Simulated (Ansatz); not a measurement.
The elements of this relaxed trial crystal are hidden behind letters.

```
lattice vectors (Å)
   3.5786    0.0000    0.0000
  -1.7893    3.0991    0.0000
   0.0000    0.0000   18.2545
fractional positions
X 0.3333 0.6667 0.9948
X 0.3333 0.6667 0.3423
Z 0.3333 0.6667 0.6684
Z 0.6667 0.3333 0.1678
Z 0.6667 0.3333 0.5157
Z 0.6667 0.3333 0.8206
Q 0.3333 0.6667 0.1311
Q 0.3333 0.6667 0.4786
Q 0.3333 0.6667 0.7839
Q 0.6667 0.3333 0.2823
Q 0.6667 0.3333 0.6313
Q 0.6667 0.3333 0.9350
```

All numbers below come from DFT PBE, scalar-relativistic, plane waves, PAW (Ansatz 0.2.0). Plane waves to 420 eV, a 12×12×2 mesh through Γ for the 12-atom cell and 0.01 eV Gaussian smearing; no spin polarisation.

* Space group: P3m1 (No. 156)
* Conventional cell: a = 3.579 Å, c = 18.254 Å
* Volume per atom: 16.87 Å³
* Density: 4.48 g/cm³
* Formation energy: +0.039 eV/atom
* Gap on the 12×12×2 mesh of the 12-atom cell: 0.05 eV

Energies are uncorrected and count from the elements' standard states at the same level.

Q: X is a p-block element of period 3, Z is a p-block element of period 2 and Q is a p-block element of period 4. Which elements are they?

A: X = Al, Z = B, Q = As, so the formula is AlB2As3. Density times volume gives a mean mass of 4.48 × 16.87/1.6605 = 45.5 u per atom, and this set has 45.6 u. Al on its first site is surrounded by 3 As at 2.34 Å and 1 As at 2.49 Å; B on its first site has 4 As at 2.11–2.17 Å; As on its first site is surrounded by 3 B at 2.17 Å and 1 Al at 2.49 Å; 9 more sites not described. Other sets within the hints have nearly the same mass, so mass alone doesn't settle it; this one was computed.

A structure relaxed within its symmetry needn't be a true minimum. Another cell of AlB2As3 relaxed alike, in I-4m2, lies 42 meV/atom lower, so this cell isn't the stable form at this level.
